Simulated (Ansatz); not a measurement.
Input, command and steps of an Ansatz relaxation.

```yaml
crystal:
  lattice:
    - [0.0, 3.1819285133, 3.1819285133]
    - [3.1819285133, 0.0, 3.1819285133]
    - [3.1819285133, 3.1819285133, 0.0]
  atoms:
    - { symbol: In, position: [0.0, 0.0, 0.0] }
    - { symbol: As, position: [0.25, 0.25, 0.25] }
    - { symbol: As, position: [0.75, 0.75, 0.75] }
basis:
  ecutwfc: 420
kpoints:
  mp_grid: { grid: [6, 6, 6] }
hamiltonian:
  xc: pbe
scf:
  occupations: { method: gaussian, width: 0.1 }
  lower_state_search: "off"
output:
  forces: true
  stress: true
  eigenvalues: true
relax:
  adjacent_minimum: "off"
  f_tol: 0.04
  max_steps: 70
  cell: { stress_tol: 0.4 }
```

```bash
ansatz run input.yaml --threads 1 --pin off --max-ram 2560MiB --backend cpu --events-out ev --progress --plain --runs-dir out
```

Computed with DFT PBE, scalar-relativistic, plane waves, PAW in Ansatz.

Of 4 frames 4 are shown, positions in Å and forces in eV/Å; the SCF threshold varies from step to step. Steps run on the plane waves of an earlier cell, with a Pulay correction in the pressure. The basis is chosen afresh for the last frame, the zero of the energies, and at times for earlier ones too; energy and pressure step there, also at an unchanged geometry.

```xyz
3
Lattice="0.0000 3.1819 3.1819 3.1819 0.0000 3.1819 3.1819 3.1819 0.0000" Properties=species:S:1:pos:R:3:forces:R:3 pbc="T T T" step=1 free_energy_over_end_meV_per_atom=123.61 pressure_GPa=12.84
In    0.0000    0.0000    0.0000    0.0000    0.0000    0.0000
As    1.5910    1.5910    1.5910    0.0000    0.0000    0.0000
As    4.7729    4.7729    4.7729    0.0000    0.0000    0.0000
3
Lattice="0.0000 3.3370 3.3370 3.3370 0.0000 3.3370 3.3370 3.3370 0.0000" Properties=species:S:1:pos:R:3:forces:R:3 pbc="T T T" step=2 free_energy_over_end_meV_per_atom=1.17 pressure_GPa=0.57
In    0.0000    0.0000    0.0000    0.0000    0.0000    0.0000
As    1.6685    1.6685    1.6685    0.0000    0.0000    0.0000
As    5.0056    5.0056    5.0056    0.0000    0.0000    0.0000
3
Lattice="0.0000 3.3449 3.3449 3.3449 0.0000 3.3449 3.3449 3.3449 0.0000" Properties=species:S:1:pos:R:3:forces:R:3 pbc="T T T" step=3 free_energy_over_end_meV_per_atom=0.83 pressure_GPa=0.12
In    0.0000    0.0000    0.0000    0.0000    0.0000    0.0000
As    1.6725    1.6725    1.6725    0.0000    0.0000    0.0000
As    5.0174    5.0174    5.0174    0.0000    0.0000    0.0000
3
Lattice="0.0000 3.3449 3.3449 3.3449 0.0000 3.3449 3.3449 3.3449 0.0000" Properties=species:S:1:pos:R:3:forces:R:3 pbc="T T T" step=4 free_energy_over_end_meV_per_atom=0.00 pressure_GPa=0.13
In    0.0000    0.0000    0.0000    0.0000    0.0000    0.0000
As    1.6725    1.6725    1.6725    0.0000    0.0000    0.0000
As    5.0174    5.0174    5.0174    0.0000    0.0000    0.0000
```

The start puts this composition into another compound's structure type, which needn't suit it. At the end the space group is Fm-3m (tolerance 0.05 Å).

The run took 13 s on 1 thread of Intel(R) Xeon(R) Platinum 8259CL CPU @ 2.50GHz (Skylake/Cascade Lake) (shared host), peak memory 0.42 GiB.

The k mesh is coarse.